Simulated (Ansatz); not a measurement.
The start is a generated trial cell of SiNi in the AFLOW prototype AB_hP12_186_a2b_a2b (B6, as in SiC). The cell and all atomic positions are relaxed at zero pressure with PBEsol (plane waves to 420 eV, PAW, scalar-relativistic; Ansatz, a program for electronic structure). The first steps use a coarse 7×7×2 k-mesh.

The start:
```
CELL_PARAMETERS angstrom
      3.29906     0.00000     0.00000
     -1.64953     2.85707     0.00000
      0.00000     0.00000    16.18833
ATOMIC_POSITIONS crystal
  Si 0.00000 0.00000 0.00000
  Si 0.00000 0.00000 0.50000
  Si 0.66667 0.33333 0.83325
  Si 0.33333 0.66667 0.33325
  Si 0.66667 0.33333 0.16650
  Si 0.33333 0.66667 0.66650
  Ni 0.00000 0.00000 0.87460
  Ni 0.00000 0.00000 0.37460
  Ni 0.66667 0.33333 0.70785
  Ni 0.33333 0.66667 0.20785
  Ni 0.66667 0.33333 0.04150
  Ni 0.33333 0.66667 0.54150
```
Spin-polarised start, with parallel moments on Ni.

What is the largest force in the starting geometry, and on which atom (counted from 1)?

About 0.2 eV/Å, on Ni9, Ni10 (atoms numbered as listed).

How much energy is released per atom?

0.88 eV/atom.

How does the volume change?

-3.6 %, from 12.72 to 12.26 Å³/atom.

How do the shortest distances between atoms change?

The closest pairs of elements (up to four, under 3.6 Å), start → end: Ni–Si 2.02 → 2.25 Å; Si–Si 3.30 → 2.67 Å; Ni–Ni 3.30 → 2.67 Å.

Is the relaxed structure metallic? Give its gap.

No gap on the sampled points, where the bands overlap only slightly; such a result is sensitive to mesh and level.

What magnetic moments remain?

Zero (the starting moments vanished).

The space group stays P6₃mc (No. 186) (the run could not lower it), with 12 atoms in the primitive cell. Final values are on a 16×16×2 k-mesh of the relaxed cell. No spin polarisation in the result: the starting moments vanished. A magnetic state may lie lower.

The run could not lose the symmetry of its start, so the end can be a saddle point.

The relaxed structure here is a generated cell of SiNi: the first start was made by placing the elements on the sites of a structure type, and the end was not matched to a known phase here, so it may be hypothetical. Known forms of SiNi include space group No. 62.
